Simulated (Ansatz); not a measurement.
This run works on a generated trial structure, not on a known crystal.

Input and command of a plane-wave DFT calculation in Ansatz:

```yaml
crystal:
  lattice:
    - [3.5964434746, 0.0312290371, -0.0731872541]
    - [1.8251716305, 3.2663236112, -0.0589769887]
    - [-0.0822678598, 1.0204273583, 16.8265447382]
  atoms:
    - { symbol: Be, position: [0.7026331303, 0.8875396756, 0.6459974535] }
    - { symbol: Be, position: [0.4102464146, 0.9386506419, 0.1485587607] }
    - { symbol: Be, position: [0.2611221742, 0.2832482164, 0.8551350223] }
    - { symbol: Be, position: [0.4508699826, 0.269759792, 0.3542539559] }
    - { symbol: Se, position: [-0.0130071504, 0.3039050042, 0.6102015699] }
    - { symbol: Se, position: [0.7342986089, 0.2491557389, 0.1060026493] }
    - { symbol: Se, position: [0.5938346431, 0.6075072681, 0.8931944396] }
    - { symbol: Se, position: [0.7951539918, 0.5979199751, 0.3893300281] }
    - { symbol: Se, position: [0.2999165335, 0.9542322263, 0.746804902] }
    - { symbol: Se, position: [0.7442880513, 0.9493687018, 0.2505212188] }
basis:
  ecutwfc: 420
kpoints:
  mp_grid: { grid: [4, 4, 1] }
hamiltonian:
  xc: pbe
scf:
  occupations: { method: gaussian, width: 0.1 }
  lower_state_search: "off"
output:
  forces: true
  stress: true
  eigenvalues: true
relax:
  adjacent_minimum: "off"
  f_tol: 0.025
  max_steps: 60
  cell: { stress_tol: 0.25 }
```

```bash
ansatz run input.yaml --threads 1 --pin off --max-ram 2560MiB --backend cpu --events-out ev --progress --plain --runs-dir out
```

Processor: Intel(R) Xeon(R) Platinum 8488C (Sapphire Rapids), 1 thread, on a host shared with other jobs.

Q: How long does it run, and how much memory does it take?

A: About 61 s, peak memory 0.51 GiB. It solves 63 bands at 10 k points (after reduction by symmetry) with about 4165 plane waves (on the last cell), in 54 SCF iterations over 7 ionic steps.
